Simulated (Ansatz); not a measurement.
# What a change of settings does to a run on HfCd

Structure from Materials Project entry mp-1007758 (possibly hypothetical), not relaxed further.

First run: DFT, r2SCAN, PAW with Ansatz's default frozen-core files, scalar-relativistic (Ansatz 0.2.0).

Command: `ansatz run input.yaml --threads 1 --pin off --max-ram 4096MiB --backend cpu --events-out ev --progress --plain --runs-dir out` The run took 110 s on 1 thread of Intel(R) Xeon(R) Platinum 8259CL CPU @ 2.50GHz (Skylake/Cascade Lake), with other jobs on the host.

```yaml
crystal:
  lattice:
    - [3.0472637, 0.0, 0.0]
    - [0.0, 3.0472637, 0.0]
    - [0.0, 0.0, 9.16246376]
  atoms:
    - { symbol: Hf, position: [0.0, 0.5, 0.88164167] }
    - { symbol: Hf, position: [0.5, 0.0, 0.11835833] }
    - { symbol: Cd, position: [0.0, 0.5, 0.37747433] }
    - { symbol: Cd, position: [0.5, 0.0, 0.62252567] }
kpoints:
  mp_grid: { grid: [12, 12, 4] }
  band_path:
    path:
      - [0.0, 0.0, 0.0]
      - [0.0, 0.5, 0.0]
      - [0.5, 0.5, 0.0]
      - [0.0, 0.0, 0.0]
      - [0.0, 0.0, 0.5]
      - [0.0, 0.5, 0.5]
      - [0.5, 0.5, 0.5]
      - [0.0, 0.0, 0.5]
      - [0.0, 0.5, 0.0]
    npoints: 14
scf:
  occupations: { method: fermi_dirac, width: 0.08 }
hamiltonian:
  xc: r2scan
  pseudopotentials: { kind: paw }
output:
  forces: true
  stress: true
  eigenvalues: true
  efg: { contact_densities: true }
  populations: true
  bader: true
  dos: { projected: true, de: 0.2, e_range: [-14, 8] }
  write_density: true
  write_potential: true
  elf: true
  volumetric_format: npy
```

Result: converged; pressure 0.28 GPa; largest force 0.047 eV/Å; no gap on the k mesh; 9 SCF iterations.

No spin–orbit coupling, which matters for the heavy atoms here.

The input is then changed:

```diff
@@ -24,5 +24,5 @@
     npoints: 14
 scf:
-  occupations: { method: fermi_dirac, width: 0.08 }
+  occupations: { method: fermi_dirac, width: 0.2 }
 hamiltonian:
   xc: r2scan
@@ -34,9 +34,3 @@
   efg: { contact_densities: true }
   populations: true
-  bader: true
-  dos: { projected: true, de: 0.2, e_range: [-14, 8] }
-  write_density: true
-  write_potential: true
-  elf: true
-  volumetric_format: npy
```

Task: What does the second run give?

Result: It converged; energy at zero smearing +0.9 meV/atom from the first run; pressure 0.63 GPa; largest force 0.192 eV/Å; no gap on the k mesh; 9 SCF iterations. Some of these settings are too coarse for converged properties.
